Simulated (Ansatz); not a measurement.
A (110) slab of W (Im-3m (No. 229)), 5 planes, outer planes W (top) and W (bottom), with 5 atoms (W5) in a surface cell of A = 7.036 Å², as cut from the bulk:

```
CELL_PARAMETERS angstrom
2.73176 0.00000 0.00000
-0.91059 2.57552 0.00000
0.00000 0.00000 23.92188
ATOMIC_POSITIONS crystal
W 0.50000 0.50000 0.31352
W 0.00000 0.00000 0.40676
W 0.50000 0.50000 0.50000
W 0.00000 0.00000 0.59324
W 0.50000 0.50000 0.68648
```

Method: Ansatz, DFT PBEsol, scalar-relativistic, plane waves, PAW. Settings: cutoff 420 eV, Γ-centred mesh 13×13×1 on the computed 5-atom cell, Gaussian smearing of 0.10 eV; no spin polarisation.

Against the same 5 atoms in the bulk, the slab as cut lies 3.238 eV higher and the relaxed slab 3.185 eV higher.

Question: Work out the surface energy before and after relaxation.

Answer: The slab has two faces, so γ = (E_slab − N·E_bulk)/(2A), the mean of both. As cut: 3.238/(2 × 7.036) = 0.2301 eV/Å², and 1 eV/Å² = 16.02 J/m², so γ = 3.69 J/m². Relaxed: 3.185/(2 × 7.036) = 0.2263 eV/Å² = 3.63 J/m². Relaxation recovers 1.6 % of the cost of cutting.

Question: What is the ideal work of this cut, per area?

Answer: Griffith's ideal work is 2γ: 7.37 J/m² if the new faces stay rigid, 7.25 J/m² if they relax. One thickness was run, 5 planes, so γ can still shift with it.